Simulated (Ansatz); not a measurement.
# An inverse problem

Cell vectors (Å):

```
 1.7948  1.0362  5.4113
-1.7948  1.0362  5.4113
 0.0000 -2.0724  5.4113
```

| atom | a | b | c |
| --- | --- | --- | --- |
| X | 0.0000 | 0.0000 | 0.0000 |
| Mg | 0.5000 | 0.5000 | 0.5000 |

Method: LDA, all-electron LAPW in Ansatz 0.2.0, scalar-relativistic. k mesh 12×12×12, fine mesh 20×20×20, Fermi-Dirac smearing of 0.100 eV, lines of 0.25 eV, Drude damping 0.2 eV.

Independent-particle optical response of a crystal from Kohn-Sham bands on the fine mesh with a Drude term, no local fields or excitons; Cartesian axes as in the cell vectors.

```
Fine mesh              : 20, 20, 20
Line width             : 0.25 eV
Drude damping          : 0.2 eV
Further gaussian width : 0.3 eV
```

```tsv
photon energy (eV)	dielectric imag xx
1.2	23.43
2.4	6.56
3.6	2.55
4.8	1.97
6	1.29
7.2	0.67
8.4	0.34
9.6	0.15
10.8	0.1
12	0.07
13.2	0.05
14.4	0.04
15.6	0.03
16.8	0.02
18	0.02
19.2	0.01
20.4	0.01
21.6	0.04
22.8	0.69
24	0.98
25.2	1.06
26.4	0.98
27.6	0.84
28.8	0.44
30	0.22
```

Task: All X atoms are one element. Which one was computed?

Result: Ca; the crystal is CaMg (R-3m, a database entry that needn't be its stable phase).

Keep in mind: these sums move with the mesh, by several per cent and more for small sheets; Fermi surface not resolved by the mesh; spectra summed at the mesh points alone.
